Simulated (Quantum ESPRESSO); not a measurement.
Mo6RuAg, input and log of a self-consistent run

A calculation, not a measurement. The program is pw.x of Quantum ESPRESSO 7.5 (plane-wave density functional theory). The cell is made up: eight metal atoms on a face-centred cubic lattice, with elements, volume, strain and displacements drawn at random and not relaxed, so it may be unstable or far from any real phase. PseudoDojo standard norm-conserving files set the functional (PBE unless stated); there is no spin polarisation or spin-orbit coupling, the Fermi-Dirac width of 0.25 eV means electrons at about 2900 K, and the masses in the input are unused placeholders. A spin test at this wide smearing found no moment, but such smearing suppresses magnetism that the real alloy may have.

Input:

```
&control calculation='scf', pseudo_dir='./dojo.nc.sr.pbe.v0_5.standard.upf', outdir='./o', disk_io='minimal', tprnfor=.true., tstress=.true. /
&system ibrav=0, nat=8, ntyp=3, nbnd=77, ecutwfc=84.00895049, nosym=.true., tot_charge=0,
 occupations='smearing', smearing='fd', degauss=0.0183746611
/
&electrons conv_thr=1.470e-08, electron_maxstep=70, mixing_beta=0.5 /
ATOMIC_SPECIES
Ag 1.0 Ag.upf
Mo 1.0 Mo.upf
Ru 1.0 Ru.upf
CELL_PARAMETERS angstrom
1.9161 3.9047 1.9851
2.0227 -3.9668 2.0027
1.9174 -0.0134 -5.9296
ATOMIC_POSITIONS angstrom
Mo 0.0014 -0.0452 0.0953
Ru 1.936 -2.0641 0.0021
Mo 1.9044 0.0557 -1.8422
Mo 3.8388 -2.0258 -1.9164
Mo 2.0975 -0.0679 1.9791
Ag 1.975 2.0139 -0.0874
Mo 4.0577 -0.0276 0.0705
Mo 3.9426 1.8578 -1.9689
K_POINTS automatic
6 6 4 1 1 1
```

The log is shortened where brackets say so; the opening notice, blank lines, dates and the lines on written files are dropped, and the path of the files is cut. It prints rydbergs, bohrs and kilobars, and counts compression as positive stress. Its total energy is the free energy E - TS of the whole cell.

```
     Program PWSCF v.7.5
     Parallel version (MPI & OpenMP), running on       4 processor cores
     Number of MPI processes:                 4
     Threads/MPI process:                     1
     [start-up lines left out]
     bravais-lattice index     =            0
     lattice parameter (alat)  =       9.0349  a.u.
     unit-cell volume          =     823.2425 (a.u.)^3
     number of atoms/cell      =            8
     number of atomic types    =            3
     number of electrons       =       119.00
     number of Kohn-Sham states=           77
     kinetic-energy cutoff     =      84.0090  Ry
     charge density cutoff     =     336.0358  Ry
     scf convergence threshold =      1.5E-08
     mixing beta               =       0.5000
     number of iterations used =            8  plain     mixing
     Exchange-correlation= PBE
                           (   1   4   3   4   0   0   0)
     [axes and pseudopotential details left out]
   Cartesian axes
     site n.     atom                  positions (alat units)
         1        Mo     tau(   1) = (   0.0002928  -0.0094539   0.0199327  )
         2        Ru     tau(   2) = (   0.4049293  -0.4317224   0.0004392  )
         3        Mo     tau(   3) = (   0.3983199   0.0116501  -0.3853103  )
         4        Mo     tau(   4) = (   0.8029145  -0.4237116  -0.4008298  )
         5        Mo     tau(   5) = (   0.4387082  -0.0142018   0.4139440  )
         6        Ag     tau(   6) = (   0.4130864   0.4212227  -0.0182804  )
         7        Mo     tau(   7) = (   0.8486991  -0.0057728   0.0147456  )
         8        Mo     tau(   8) = (   0.8246251   0.3885731  -0.4118106  )
     number of k points=    72  Fermi-Dirac smearing, width (Ry)=  0.0184
                       cart. coord. in units 2pi/alat
        k(    1) = (   0.2293266   0.0030461  -0.0266401), wk =   0.0277778
        k(    2) = (   0.3830998   0.0047890  -0.1784967), wk =   0.0277778
     [further k points left out]
     Dense  grid:    85613 G-vectors     FFT dimensions: (  54,  54,  72)
     Estimated max dynamical RAM per process >     373.69 MB
     Estimated total dynamical RAM >       1.40 GB
     Initial potential from superposition of free atoms
     starting charge     118.9902, renormalised to     119.0000
     Starting wfcs are   80 randomized atomic wfcs
     total cpu time spent up to now is       10.6 secs
     per-process dynamical memory:   314.7 Mb
     Self-consistent Calculation
     iteration #  1     ecut=    84.01 Ry     beta= 0.50
     Davidson diagonalization with overlap
     ethr =  1.00E-02,  avg # of iterations =  4.0
     total cpu time spent up to now is       39.1 secs
     total energy              =   -1354.85078947 Ry
     estimated scf accuracy    <       1.36220341 Ry
     iteration #  2     ecut=    84.01 Ry     beta= 0.50
     Davidson diagonalization with overlap
     ethr =  1.14E-03,  avg # of iterations =  2.3
     total cpu time spent up to now is       65.4 secs
     total energy              =   -1354.56599028 Ry
     estimated scf accuracy    <       4.89867479 Ry
     iteration #  3     ecut=    84.01 Ry     beta= 0.50
     Davidson diagonalization with overlap
     ethr =  1.14E-03,  avg # of iterations =  2.0
     total cpu time spent up to now is       90.5 secs
     total energy              =   -1355.05320674 Ry
     estimated scf accuracy    <       2.61793089 Ry
     iteration #  4     ecut=    84.01 Ry     beta= 0.50
     Davidson diagonalization with overlap
     ethr =  1.14E-03,  avg # of iterations =  1.7
     total cpu time spent up to now is      112.9 secs
     total energy              =   -1355.24561078 Ry
     estimated scf accuracy    <       0.37241536 Ry
     iteration #  5     ecut=    84.01 Ry     beta= 0.50
     Davidson diagonalization with overlap
     ethr =  3.13E-04,  avg # of iterations =  2.1
     total cpu time spent up to now is      136.3 secs
     total energy              =   -1355.28411309 Ry
     estimated scf accuracy    <       0.38407223 Ry
     [iterations 6 to 12 left out]
     iteration # 13     ecut=    84.01 Ry     beta= 0.50
     Davidson diagonalization with overlap
     ethr =  8.85E-10,  avg # of iterations =  2.7
     total cpu time spent up to now is      325.5 secs
     total energy              =   -1355.31907116 Ry
     estimated scf accuracy    <       0.00000126 Ry
     iteration # 14     ecut=    84.01 Ry     beta= 0.50
     Davidson diagonalization with overlap
     ethr =  8.85E-10,  avg # of iterations =  1.4
     total cpu time spent up to now is      347.5 secs
     total energy              =   -1355.31907131 Ry
     estimated scf accuracy    <       0.00000025 Ry
     iteration # 15     ecut=    84.01 Ry     beta= 0.50
     Davidson diagonalization with overlap
     ethr =  2.09E-10,  avg # of iterations =  1.9
     total cpu time spent up to now is      370.1 secs
     total energy              =   -1355.31907132 Ry
     estimated scf accuracy    <       0.00000017 Ry
     iteration # 16     ecut=    84.01 Ry     beta= 0.50
     Davidson diagonalization with overlap
     ethr =  1.45E-10,  avg # of iterations =  1.0
     total cpu time spent up to now is      390.9 secs
     total energy              =   -1355.31907134 Ry
     estimated scf accuracy    <       0.00000002 Ry
     iteration # 17     ecut=    84.01 Ry     beta= 0.50
     Davidson diagonalization with overlap
     ethr =  1.45E-11,  avg # of iterations =  2.1
     total cpu time spent up to now is      414.8 secs
     End of self-consistent calculation
     [lines on levels left out]
!    total energy              =   -1355.31907133 Ry
     estimated scf accuracy    <       0.00000001 Ry
     smearing contrib. (-TS)   =      -0.12771073 Ry
     internal energy E=F+TS    =   -1355.19136060 Ry
     The total energy is F=E-TS. E is the sum of the following terms:
     one-electron contribution =    -271.12642969 Ry
     hartree contribution      =     213.82140198 Ry
     xc contribution           =    -204.46769583 Ry
     ewald contribution        =   -1093.41863707 Ry
     convergence has been achieved in  17 iterations
     Forces acting on atoms (cartesian axes, Ry/au):
     atom    1 type  2   force =     0.00700515   -0.00222063   -0.00801603
     atom    2 type  3   force =     0.02169602    0.03046784    0.01497449
     atom    3 type  2   force =     0.03728004   -0.02375822   -0.03314534
     atom    4 type  2   force =     0.04193805    0.01881247   -0.00515352
     atom    5 type  2   force =    -0.05749345    0.01435741   -0.00095264
     atom    6 type  1   force =    -0.01622413   -0.03599976    0.06493756
     atom    7 type  2   force =    -0.02424652   -0.01575709   -0.02531758
     atom    8 type  2   force =    -0.00995515    0.01409798   -0.00732693
     Total force =     0.134354     Total SCF correction =     0.000423
     Computing stress (Cartesian axis) and pressure
          total   stress  (Ry/bohr**3)                   (kbar)     P=      127.43
   0.00075120   0.00011374  -0.00029191          110.50       16.73      -42.94
   0.00011374   0.00096415   0.00006676           16.73      141.83        9.82
  -0.00029191   0.00006676   0.00088343          -42.94        9.82      129.96
     init_run     :      9.91s CPU     10.27s WALL (       1 calls)
     electrons    :    395.70s CPU    404.31s WALL (       1 calls)
     forces       :      2.93s CPU      2.94s WALL (       1 calls)
     stress       :     10.24s CPU     10.24s WALL (       1 calls)
     [timing details left out]
     PWSCF        :   6m59.07s CPU   7m 8.16s WALL
     JOB DONE.
```

In other units: free energy -18440.055 eV for the cell, pressure 12.74 GPa, largest force component 1.670 eV/Å in size. The run took 430 s of wall time with four MPI processes on a shared machine (Intel Xeon, older, virtual cores), so the time is rough. A rerun of this cell at a higher cutoff and on a denser mesh moved values by no more than 0.007 eV in energy, 0.04 GPa in stress and 0.005 eV/Å in force, and a second program with other atomic files agreed on that cell to 2 % rms in force and 0.5 GPa in pressure.